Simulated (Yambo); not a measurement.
Absorption of K$_{2}$Pt (space group Fm-3m, No. 225) under isotropic strain of -3 % on all lattice vectors with and without the electron-hole interaction (Yambo, PBEsol bands; 6×6×6 mesh, 6 valence and 4 conduction bands, static screening with 57 bands and a 4 Ry block, scissor 0.85 eV, Tamm-Dancoff; field along x).

| E (eV) | Im ε, BSE | Im ε, independent quasiparticles |
|---|---|---|
| 0.95 | 0.22 | 0.14 |
| 1.05 | 0.25 | 0.15 |
| 1.15 | 0.29 | 0.17 |
| 1.25 | 0.34 | 0.18 |
| 1.35 | 0.40 | 0.20 |
| 1.45 | 0.49 | 0.22 |
| 1.55 | 0.62 | 0.25 |
| 1.65 | 0.82 | 0.28 |
| 1.75 | 1.16 | 0.32 |
| 1.85 | 1.82 | 0.37 |
| 1.95 | 3.03 | 0.43 |
| 2.05 | 4.24 | 0.52 |
| 2.15 | 5.04 | 0.64 |
| 2.25 | 4.54 | 0.83 |
| 2.35 | 3.58 | 1.14 |
| 2.45 | 3.41 | 1.64 |
| 2.55 | 4.19 | 2.15 |
| 2.65 | 5.66 | 2.73 |
| 2.75 | 6.80 | 3.73 |
| 2.85 | 7.89 | 5.38 |
| 2.95 | 9.44 | 7.29 |
| 3.05 | 10.4 | 8.42 |
| 3.15 | 9.65 | 8.37 |
| 3.25 | 7.63 | 8.11 |
| 3.35 | 5.71 | 8.30 |
| 3.45 | 4.74 | 9.17 |
| 3.55 | 4.16 | 10.6 |
| 3.65 | 3.62 | 10.7 |
| 3.75 | 3.09 | 9.05 |
| 3.85 | 2.88 | 8.64 |
| 3.95 | 3.00 | 8.38 |
| 4.05 | 3.39 | 6.80 |
| 4.15 | 3.49 | 5.40 |
| 4.25 | 3.29 | 4.81 |
| 4.35 | 3.40 | 4.09 |
| 4.45 | 3.55 | 3.73 |
| 4.55 | 3.61 | 4.19 |
| 4.65 | 3.30 | 4.88 |
| 4.75 | 3.08 | 5.36 |
| 4.85 | 2.72 | 5.27 |
| 4.95 | 2.35 | 5.27 |
| 5.05 | 2.09 | 4.97 |
| 5.15 | 2.16 | 4.64 |
| 5.25 | 2.61 | 4.24 |
| 5.35 | 2.94 | 3.87 |
| 5.45 | 2.89 | 4.07 |
| 5.55 | 2.67 | 4.30 |
| 5.65 | 2.82 | 3.79 |
| 5.75 | 3.32 | 2.96 |
| 5.85 | 3.62 | 2.47 |
| 5.95 | 4.15 | 2.50 |
| 6.05 | 5.65 | 2.83 |
| 6.15 | 7.19 | 3.16 |
| 6.25 | 7.97 | 3.56 |
| 6.35 | 8.03 | 3.58 |
| 6.45 | 6.68 | 3.17 |
| 6.55 | 4.85 | 2.70 |
| 6.65 | 3.27 | 2.28 |
| 6.75 | 2.49 | 1.81 |
| 6.85 | 1.93 | 1.34 |

The scissor comes from a G0W0 run whose convergence isn't established. Broadening 0.15 eV. The band window holds all transitions up to 6.9 eV. Fine structure above the onset can come from the mesh.

Spin-orbit coupling is left out, which matters for elements this heavy: edges can move by tenths of an eV.

Geometry strained from the cell relaxed with PBEsol, atoms relaxed again; primitive cell a = 5.125 Å, b = 5.125 Å, c = 5.125 Å, α = 60.00°, β = 60.00°, γ = 60.00°.

The structure is a Materials Project entry; no match was found in the copy of COD used, and its stability was not checked.
